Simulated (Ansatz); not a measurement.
BeTe:
```
BeTe
1.0
    0.00000     2.83199     2.83199
    2.83199     0.00000     2.83199
    2.83199     2.83199     0.00000
Be Te
1 1
Direct
  0.00000   0.00000   0.00000
  0.25000   0.25000   0.25000
```

Relaxed with PBE. Special points in fractions of this cell's reciprocal vectors: Γ (0.000, 0.000, 0.000); X (0.500, 0.000, 0.500); U (0.625, 0.250, 0.625); K (0.375, 0.375, 0.750); L (0.500, 0.500, 0.500); W (0.500, 0.250, 0.750).

Question: List the band energies nearest the valence-band maximum at these points for plane-wave PAW PBE with spin–orbit coupling (Ansatz code).

Answer: In eV from the valence-band maximum; about four levels below and three above (degenerate sets whole), none deeper than 8.9 eV; points with the same levels are listed once.

| k | below | above |
|---|---|---|
| Γ | 0.00 0.00 0.00 0.00 | 3.31 3.31 3.37 3.37 3.37 3.37 |
| X | -3.07 -3.07 -2.67 -2.67 | 1.74 1.74 2.41 2.41 |
| U | -4.23 -3.94 -2.46 -2.44 | 2.44 2.46 4.92 |
| L | -1.66 -1.66 -1.15 -1.15 | 2.75 2.75 4.29 4.29 |
| W | -4.18 -3.71 -3.39 -3.34 | 4.94 4.99 5.24 5.25 |

Space group F-43m (zinc blende). Symmetry was held in the PBE relaxation.

Potentials: the earlier of the program's two PAW sets.
